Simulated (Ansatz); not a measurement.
NaC3O3: ¹⁷O NMR of the central transition

Cell: a COD entry, its atoms then relaxed with PBE in this cell.

Space group Fddd:1 (No. 70); a = 7.9248, b = 11.4835, c = 14.3208 Å.

```
site  Wyckoff  site symmetry       x       y       z
  Na      16f            .2.  0.2500  0.3969  0.2500
  C5      16g            ..2  0.7500  0.7500  0.6468
  C9      32h              1  0.9103  0.7425  0.6988
 O17      16g            ..2  0.7500  0.7500  0.9406
 O21      32h              1  0.4529  0.2305  0.3435
```

One atom of each set is listed; the run and its k-mesh use a cell of 28 atoms with edges of 9.18, 8.18, 6.98 Å.

All values are calculated (Ansatz; DFT, r2SCAN, plane waves and PAW, scalar-relativistic, 500 eV cutoff, Γ-centred 5×5×5 k-points, Fermi–Dirac smearing 0.05 eV), not measured.

¹⁷O has I = 5/2 and Q = -25.58 mb (Pyykkö 2018); at 21.1 T its Larmor frequency is ν₀ = 121.8 MHz. Only the quadrupole interaction is simulated: positions count from each site's isotropic chemical shift, and J coupling is left out, as are shift anisotropy and dipolar coupling, which fast spinning averages.

Problem. Simulate the second-order pattern (fast magic-angle spinning, Gaussian broadening 0.3 kHz) of site O17 (1 C at 1.25 Å; also 2 Na at 2.46 Å).

Solution. The calculation gives C_Q = 10.1 MHz and η = 0.04, so ν_Q = 1.51 MHz and the centre of gravity lies at -41.1 ppm (-5.01 kHz).

offset (kHz), height and a bar:
```
   -13.03          0 
   -12.64          1 
   -12.25          5 ##
   -11.86          5 ##
   -11.47          5 ##
   -11.08          6 ##
   -10.69          6 ##
   -10.31          6 ##
    -9.92          6 ##
    -9.53          6 ##
    -9.14          7 ##
    -8.75          7 ##
    -8.36          7 ##
    -7.97         46 ##############
    -7.59         89 ###########################
    -7.20         58 #################
    -6.81         47 ##############
    -6.42         43 #############
    -6.03         40 ############
    -5.64         39 ############
    -5.25         38 ############
    -4.87         38 ############
    -4.48         39 ############
    -4.09         41 ############
    -3.70         43 #############
    -3.31         47 ##############
    -2.92         53 ################
    -2.54         64 ###################
    -2.15        100 ##############################
    -1.76         90 ###########################
    -1.37          5 ##
    -0.98          0
```

The largest force is 0.6 eV/Å, so the atoms aren't at the calculated equilibrium and relaxing them would move these values.
